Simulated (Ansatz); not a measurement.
ZnS:
```yaml
crystal:
  lattice:
    - [3.84816, 0.00000, 0.00000]
    - [-1.92408, 3.33260, 0.00000]
    - [0.00000, 0.00000, 25.16217]
  atoms:
    - { symbol: Zn, position: [0.00000, 0.00000, 0.00003] }
    - { symbol: Zn, position: [0.00000, 0.00000, 0.50003] }
    - { symbol: Zn, position: [0.33333, 0.66667, 0.12495] }
    - { symbol: Zn, position: [0.66667, 0.33333, 0.62495] }
    - { symbol: Zn, position: [0.33333, 0.66667, 0.37514] }
    - { symbol: Zn, position: [0.66667, 0.33333, 0.87514] }
    - { symbol: Zn, position: [0.33333, 0.66667, 0.75004] }
    - { symbol: Zn, position: [0.66667, 0.33333, 0.25004] }
    - { symbol: S, position: [0.00000, 0.00000, 0.09372] }
    - { symbol: S, position: [0.00000, 0.00000, 0.59372] }
    - { symbol: S, position: [0.33333, 0.66667, 0.21863] }
    - { symbol: S, position: [0.66667, 0.33333, 0.71863] }
    - { symbol: S, position: [0.33333, 0.66667, 0.46880] }
    - { symbol: S, position: [0.66667, 0.33333, 0.96880] }
    - { symbol: S, position: [0.33333, 0.66667, 0.84389] }
    - { symbol: S, position: [0.66667, 0.33333, 0.34389] }
```

Cartesian axes are those of the cell as given.

Give the proper piezoelectric stress tensor with relaxed ions from plane-wave PAW PBE (Ansatz code).

In C/m², rows x, y, z, Voigt columns; mesh uncertainty up to 0.00.
```
 0.00   0.00   0.00   0.00  -0.03   0.00
 0.00   0.00   0.00  -0.03   0.00   0.00
-0.04  -0.04   0.05   0.00   0.00   0.00
```

The elastic tensor of the same run (GPa):

```
 117  52.0  38.7   0.0   0.0   0.0
52.0   117  38.7   0.0   0.0   0.0
38.7  38.7   132   0.0   0.0   0.0
 0.0   0.0   0.0  28.7   0.0   0.0
 0.0   0.0   0.0   0.0  28.7   0.0
 0.0   0.0   0.0   0.0   0.0  32.5
```

Convert to strain constants d = e·S.

In pC/N:
```
 0.0   0.0   0.0   0.0  -1.0   0.0
 0.0   0.0   0.0  -1.0   0.0   0.0
-0.4  -0.4   0.6   0.0   0.0   0.0
```

Space group P6_3mc. The workflow started from an entry of the Crystallography Open Database (COD). Its sites differ from those of the usual phase in this space group: another stacking or structure type. The PBE relaxation kept the symmetry of its start; its stability against distortions is not shown here. Signs of piezoelectric constants follow the polarity of the cell as given.

Potentials: the later of the program's two PAW sets.
